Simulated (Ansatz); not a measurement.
The elements of this relaxed trial crystal are hidden behind letters.

```
lattice vectors (Å)
   8.1245    0.0000    0.0000
   0.0000    8.1245    0.0000
   0.0000    0.0000    3.8964
fractional positions
X 0.0000 0.0000 0.5000
Z 0.2296 0.5000 0.0000
Z 0.7704 0.5000 0.0000
Z 0.5000 0.2296 0.0000
Z 0.5000 0.7704 0.0000
Q 0.2419 0.5000 0.5000
Q 0.0000 0.5000 0.0000
Q 0.2458 0.2458 0.0000
Q 0.2458 0.7542 0.0000
Q 0.7581 0.5000 0.5000
Q 0.7542 0.2458 0.0000
Q 0.7542 0.7542 0.0000
Q 0.5000 0.2419 0.5000
Q 0.5000 0.0000 0.0000
Q 0.5000 0.7581 0.5000
```

The calculation used Ansatz 0.2.0, DFT PBE, scalar-relativistic, plane waves, PAW. Plane waves to 420 eV, a 6×6×10 mesh through Γ for the 15-atom cell and 0.10 eV Gaussian smearing; no spin polarisation.

- Space group: P4/mmm (No. 123)
- Conventional cell: a = 8.125 Å, c = 3.896 Å
- Volume per atom: 17.15 Å³
- Density: 4.74 g/cm³
- Formation energy: −1.02 eV/atom
- Gap on the 6×6×10 mesh of the 15-atom cell: 0 eV (a metal)

Energies are uncorrected and count from the elements' standard states at the same level.

Q: X is an s-block element of period 5, Z is a p-block element of period 5 and Q is a p-block element of period 2. Which elements are they?

A: X = Sr, Z = Sb, Q = O, so the formula is SrSb4O10. Density times volume gives a mean mass of 4.74 × 17.15/1.6605 = 49.0 u per atom, and this set has 49.0 u. Sr is surrounded by 8 O at 3.43 Å and 2 Sr at 3.90 Å; around Sb lie 3 O at 1.87–1.95 Å and 2 O at 2.07 Å; O on a site of symmetry m2m has 2 Sb at 1.95 Å; 2 more sites not described. Other sets within the hints have nearly the same mass, so mass alone doesn't settle it; this one was computed.

These runs have no spin–orbit coupling, which can matter for Sb. Symmetry constrained the relaxation, so the result can be a saddle point.
